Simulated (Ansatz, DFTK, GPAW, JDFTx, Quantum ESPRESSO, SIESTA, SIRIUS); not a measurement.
HPbNO4: 7 runs at one level of theory

```
CELL_PARAMETERS angstrom
3.85707 0.00178 -0.03658
0.17353 4.33436 -0.01647
0.75803 0.83873 5.87662
ATOMIC_POSITIONS crystal
H 0.59929 0.88579 0.20323
Pb 0.64055 0.43664 0.92054
N 0.72660 0.24308 0.50100
O 0.17400 0.46354 0.77441
O 0.61627 0.95802 0.49794
O 0.56743 0.93558 0.03807
O 0.76685 0.41913 0.31710
```

The cell comes from a database or a generator and needn't be the stable form of this composition.

Atoms were shifted at random by some hundredths of an Å from the given cell, which wasn't relaxed again for these runs.

Alike in all runs: task single point; functional PBE; k mesh 7 × 6 × 5; occupations fermi-dirac, width 0.05 eV; no spin polarisation; no spin-orbit coupling. Pressure is positive in compression and, in plane waves, holds the error of the finite cutoff.

```json
{"program and potentials": "SIESTA, files PseudoDojo sr-pbe-0.4.1-standard, DZP (energy shift 0.003 Ry; two zetas on semicore shells)", "plane-wave cutoff (eV)": "-", "notes": "atomic basis", "pressure (GPa)": "0.26", "largest force (eV/Å)": "4.086", "energy over the undisturbed cell (meV/atom)": "30.57"}
{"program and potentials": "Quantum ESPRESSO, SSSP 1.3 efficiency PBE", "plane-wave cutoff (eV)": "816", "notes": "-", "pressure (GPa)": "-2.97", "largest force (eV/Å)": "4.229", "energy over the undisturbed cell (meV/atom)": "44.55"}
{"program and potentials": "JDFTx, PseudoDojo-SR-PBE-0.5-standard (H, N, O) + PseudoDojo-SR-PBE-0.4.1-standard (Pb) with smoothed tails", "plane-wave cutoff (eV)": "1143", "notes": "-", "pressure (GPa)": "-2.81", "largest force (eV/Å)": "4.152", "energy over the undisturbed cell (meV/atom)": "-"}
{"program and potentials": "Ansatz, all-electron LAPW, scalar-relativistic", "plane-wave cutoff (eV)": "-", "notes": "-", "pressure (GPa)": "-3.15", "largest force (eV/Å)": "4.240", "energy over the undisturbed cell (meV/atom)": "-"}
{"program and potentials": "DFTK, PseudoDojo SR PBE 0.4.1 standard (PBE)", "plane-wave cutoff (eV)": "1143", "notes": "-", "pressure (GPa)": "-2.81", "largest force (eV/Å)": "4.152", "energy over the undisturbed cell (meV/atom)": "-"}
{"program and potentials": "SIRIUS, PseudoDojo 0.4.1 PBE standard (scalar relativistic)", "plane-wave cutoff (eV)": "1152", "notes": "-", "pressure (GPa)": "-2.81", "largest force (eV/Å)": "4.152", "energy over the undisturbed cell (meV/atom)": "-"}
{"program and potentials": "GPAW, GPAW PAW data sets (gpaw-data 1.2.1)", "plane-wave cutoff (eV)": "800", "notes": "-", "pressure (GPa)": "-3.76", "largest force (eV/Å)": "4.241", "energy over the undisturbed cell (meV/atom)": "44.90"}
```

Force on atom 3 (N), eV/Å:

| program and potentials | x | y | z |
| --- | --- | --- | --- |
| SIESTA, files PseudoDojo sr-pbe-0.4.1-standard, DZP (energy shift 0.003 Ry; two zetas on semicore shells) | -1.598 | -3.736 | 0.426 |
| Quantum ESPRESSO, SSSP 1.3 efficiency PBE | -1.816 | -3.763 | -0.656 |
| JDFTx, PseudoDojo-SR-PBE-0.5-standard (H, N, O) + PseudoDojo-SR-PBE-0.4.1-standard (Pb) with smoothed tails | -1.791 | -3.690 | -0.646 |
| Ansatz, all-electron LAPW, scalar-relativistic | -1.826 | -3.761 | -0.706 |
| DFTK, PseudoDojo SR PBE 0.4.1 standard (PBE) | -1.791 | -3.690 | -0.646 |
| SIRIUS, PseudoDojo 0.4.1 PBE standard (scalar relativistic) | -1.791 | -3.690 | -0.647 |
| GPAW, GPAW PAW data sets (gpaw-data 1.2.1) | -1.826 | -3.775 | -0.635 |

The pressure spans -3.76 (GPAW, GPAW PAW data sets (gpaw-data 1.2.1)) to 0.26 GPa (SIESTA, files PseudoDojo sr-pbe-0.4.1-standard, DZP (energy shift 0.003 Ry; two zetas on semicore shells)), with all-electron results at -3.15. Rows in atomic bases carry the error of their basis and grid, which can be large.

The functional is the same throughout but for its coding, so the spread measures potentials, basis and numerics; runs on potential files found faulty are left out.
